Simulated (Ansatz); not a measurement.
A crystal relaxed with r2SCAN in the plane-wave code Ansatz has space group Pm-3m (No. 221) and a = 5.677 Å.

```tsv
atom	site	x	y	z
Xx	1a	0.0000	0.0000	0.0000
Pb	1b	0.5000	0.5000	0.5000
Cl	3c	0.5000	0.5000	0.0000
```

The r2SCAN gap is direct at R: 2.46 eV. HSE06 gives a direct gap of 2.79 eV at R. With PBE the gap is 2.09 eV and direct, at R. Meshes: r2SCAN 4×4×4, HSE06 4×4×4, PBE 4×4×4. r2SCAN's ε∞ is 3.5 in all directions.

Problem. Which element is Xx?
A. Cs
B. H
C. K
D. Li

Solution. A. Xx is Cs: CsPbCl3 built on the cubic perovskite prototype. Around Cs lie 12 Cl at 4.01 Å; around Pb lie 6 Cl at 2.84 Å; around Cl lie 2 Pb at 2.84 Å and 4 Cs at 4.01 Å.

Calculated for a static, non-magnetic cell.

Spin-orbit coupling is left out; in compounds of Pb, Bi, Tl or Hg it can lower a gap by up to about 1 eV, split its edges or invert the bands.

The meshes of the hybrids are coarse, so their gaps aren't converged to the digits shown.
